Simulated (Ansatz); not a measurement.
NbN (rock salt): values from a third-order Birch-Murnaghan fit to a volume scan beside measured ones. Computed values: PBE (plane waves to 420 eV, PAW, scalar-relativistic; Ansatz, a program for electronic structure). NbN is run without spin polarisation. NbN was relaxed with its symmetry unable to fall. This is a high-temperature form of NbN.

```csv
quantity,reference,kind,PBE,difference
Lattice constant a (Å),4.391,"measured, room temperature or unstated",4.421,+0.7 %
Bulk modulus B₀ (GPa),292,"measured, room temperature or unstated; from elastic constants",307,+5.0 %
```

References as given in: John G. Wright, Huili Grace Xing, Debdeep Jena, Physical Review Materials (2023), doi:10.1103/physrevmaterials.7.074803; arXiv:1102.4063. Values not taken to low temperature hold thermal and zero-point shifts that a static calculation lacks, so small differences there are no errors of the method.

(A scan under strain: stresses follow from slopes of the energy per volume, elastic moduli from its curvatures.)
